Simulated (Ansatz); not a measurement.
## Y: energy along a strain

Y, Fm-3m, a = 4.970 Å (as given, not relaxed at this level: 3.3 GPa). This isn't the element's structure at ambient conditions. Ansatz: r2SCAN, PAW, 500 eV, Γ-centred 16×16×16 mesh on 1 atom, Gaussian smearing 0.15 eV; no spin polarisation. Cell vectors (Å): 0.000 2.485 2.485; 2.485 0.000 2.485; 2.485 2.485 0.000. The cell is strained by x per cent times the pattern (0 0 0 1 0 0) in the order xx yy zz yz xz xy (engineering shears), with fractional coordinates held. y is the free energy over the start, V0 = 30.691 Å³/atom. Symmetry makes y even in x.

```tsv
x (%)	y (meV/atom)
-4.00	?
-2.00	1.33
0.00	0.00
0.50	0.08
1.00	0.33
1.50	0.75
2.50	2.08
3.00	2.99
3.50	4.08
```

Problem. Fit y = c2 x² + c4 x⁴ to the other rows, get the stiffness along the pattern, and predict the missing energy.

Solution. Least squares on the rows shown. y = 0.3320 x² + 7.408×10⁻⁵ x⁴. The clamped-ion stiffness p·C·p = 2 × 3.320 eV × 160.2 / 30.691 Å³ = 35 GPa, which is C44 in these axes (second derivative at the start, which stands under stress). At x = -4.00 the fit asked for gives 5.33 meV/atom. The run gave 5.33 meV/atom, the same to the digits shown.